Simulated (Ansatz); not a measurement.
# Zr₃Si: from a starting cell to a relaxed one

The start is a generated cell, Zr3Si placed in the AFLOW prototype AB3_hP8_194_c_bf (D0_18, as in Na3As). Cell shape, volume and atoms are optimised at zero target pressure with r2SCAN (plane waves to 500 eV, PAW, scalar-relativistic; Ansatz, a quantum-chemistry and plane-wave program). First-step values are on the input's coarse k-mesh.

Ansatz input (later rounds restart from its end on a renewed k-mesh):
Ansatz 0.2 input:
```yaml
crystal:
  lattice:
    - [5.2110787, 0, 0]
    - [-2.6055393, 4.5129265, 0]
    - [0, 0, 9.1992745]
  atoms:
    - { symbol: Zr, position: [0, 0, 0.25] }
    - { symbol: Zr, position: [0, 0, 0.75] }
    - { symbol: Zr, position: [0.33333333, 0.66666667, 0.917] }
    - { symbol: Zr, position: [0.66666667, 0.33333333, 0.417] }
    - { symbol: Zr, position: [0.66666667, 0.33333333, 0.083] }
    - { symbol: Zr, position: [0.33333333, 0.66666667, 0.583] }
    - { symbol: Si, position: [0.33333333, 0.66666667, 0.25] }
    - { symbol: Si, position: [0.66666667, 0.33333333, 0.75] }
basis: { ecutwfc: 500, ecutrho_ratio: 4, xc_grid: 4, fft_grid_basis: typed }
kpoints: { mp_grid: { grid: [5, 5, 3] } }
hamiltonian:
  xc: r2scan
  dispersion: none
  pseudopotentials: { kind: paw }
scf: { occupations: { method: fermi_dirac, width: 0.05 } }
relax: { f_tol: 0.01, max_steps: 100, cell: { stress_tol: 0.02 } }
output: { forces: true, stress: true }
```

What pressure does the first self-consistent step give?

-18 GPa (negative: the cell is under tension).

How much energy is released per atom?

0.46 eV/atom.

How does the volume change?

-24.1 %, from 27.04 to 20.53 Å³/atom.

How do the shortest distances between atoms change?

The closest pairs of elements (up to four, under 3.6 Å), start → end: Si–Zr 3.01 → 2.74 Å; Zr–Zr 3.07 → 2.87 Å.

Is the relaxed structure metallic? Give its gap.

No gap (metallic).

Give the final cell and atomic positions.


```cif
data_Si2Zr6
_chemical_formula_sum 'Zr6 Si2'
_space_group_name_H-M_alt 'P63/mmc'
_space_group_IT_number 194
_space_group_name_Hall '-P 6c 2c'
_cell_length_a 4.74459
_cell_length_b 4.74459
_cell_length_c 8.42319
_cell_angle_alpha 90.000
_cell_angle_beta 90.000
_cell_angle_gamma 120.000
loop_
_atom_site_label
_atom_site_type_symbol
_atom_site_symmetry_multiplicity
_atom_site_Wyckoff_symbol
_atom_site_fract_x
_atom_site_fract_y
_atom_site_fract_z
_atom_site_occupancy
Zr1 Zr 2 b 0.00000 0.00000 0.25000 1
Zr2 Zr 4 f 0.66667 0.33333 0.07961 1
Si1 Si 2 c 0.33333 0.66667 0.25000 1
```

The space group stays P6₃/mmc (No. 194) (the run could not lower it); the end is AFLOW prototype AB3_hP8_194_c_bf (D0_18, as in Na3As), with 8 atoms in the primitive cell. Final values are on a 11×11×6 k-mesh of the relaxed cell. No spin polarisation in the result.

The run could not lose the symmetry of its start.

The first start was generated by placing the elements on the sites of a structure type. Materials Project lists a structure of Zr3Si in the same space group, P6₃/mmc (No. 194); the sites were not compared with it, nor with measured phases.
